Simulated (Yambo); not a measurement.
```
BaCu2S2
1.0
   -1.95097     1.95097     6.32505
    1.95097    -1.95097     6.32505
    1.95097     1.95097    -6.32505
S Cu Ba
2 2 1
Direct
  0.64101   0.64101   0.00000
  0.35899   0.35899   0.00000
  0.75000   0.25000   0.50000
  0.25000   0.75000   0.50000
  0.00000   0.00000   0.00000
```

BaCu$_{2}$S$_{2}$ (space group I4/mmm, No. 139): mean Im ε in 1 eV windows above the direct gap of 0.99 eV, for different electron-hole kernels (Yambo, broadening 0.15 eV, PBEsol (pw.x of Quantum ESPRESSO, ONCV potentials, without SOC) bands; 6×6×6 mesh, 12 valence and 5 conduction bands, static screening with 65 bands and a 3 Ry block, scissor 0.55 eV, Tamm-Dancoff; field along x).

```
window (eV)  independent quasiparticles  BSE
-----------  --------------------------  ---
1.0 to 2.0                          5.1  4.5
2.0 to 3.0                          4.6  6.7
3.0 to 4.0                          7.0  6.7
```

This run doesn't resolve bound excitons or single peaks, so only averages are given, and they too depend on the mesh; weight that the attraction moves below the gap isn't listed. All transitions below 4.87 eV are in the band window. The scissor comes from a G0W0 run whose convergence isn't established.

The filled Cu 3d shell has no Hubbard U; semilocal functionals place it too high.

Geometry of the Materials Project entry, not relaxed at this level.

The structure is a Materials Project entry; no match was found in the copy of COD used, and its stability was not checked.
